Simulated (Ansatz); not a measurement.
Starting cell, MoSi2 (MoSi2 type, space group I4/mmm):

```xyz
3
Lattice="-1.6011 1.6011 3.9097 1.6011 -1.6011 3.9097 1.6011 1.6011 -3.9097" Properties=species:S:1:pos:R:3 pbc="T T T"
Mo     0.0000     0.0000     0.0000
Si     0.0000     0.0000     2.6219
Si     0.0000     0.0000     5.1976
```

Scan: atom 2 (Si, nearest neighbour Si at 2.576 Å; its periodic images, 3.2 Å or more away, move with it) is displaced towards the nearest neighbour, direction (0.000, 0.000, 1.000) in Cartesian axes, by s. The other atoms stay.

Level of theory: r2SCAN (plane waves to 500 eV, PAW, scalar-relativistic; Ansatz, a program for electronic structure). k mesh 12×12×12 (Γ-centred), Fermi-Dirac smearing 0.05 eV. With partly filled bands, energies and forces of such displacements shift with the k mesh and the smearing. F∥ is the force on the atom along that direction. MoSi2 is run without spin polarisation. MoSi2 was relaxed with its symmetry unable to fall. The PAW data are Ansatz's earlier set. 

```
s (Å)   F∥ (eV/Å)
------  ---------
-0.260      3.578
-0.208      2.815
-0.156      2.086
-0.104      1.380
-0.052      0.688
0.000       0.006
0.052      -0.694
0.104      -1.436
0.156      -2.226
0.208      -3.060
0.260      -3.946
```

### Question
What is the force constant k = d²E/ds² of this move at s = 0?

### Answer
13.2 eV/Å². The forces along the line at the two nearest points give (0.688 − (-0.694)) / (2·0.052) = 13.29 eV/Å²; the next pair corrects for the finite step.

(A displaced cell: forces are minus the slopes of the energy, force constants its curvatures, and phonons follow from these.)
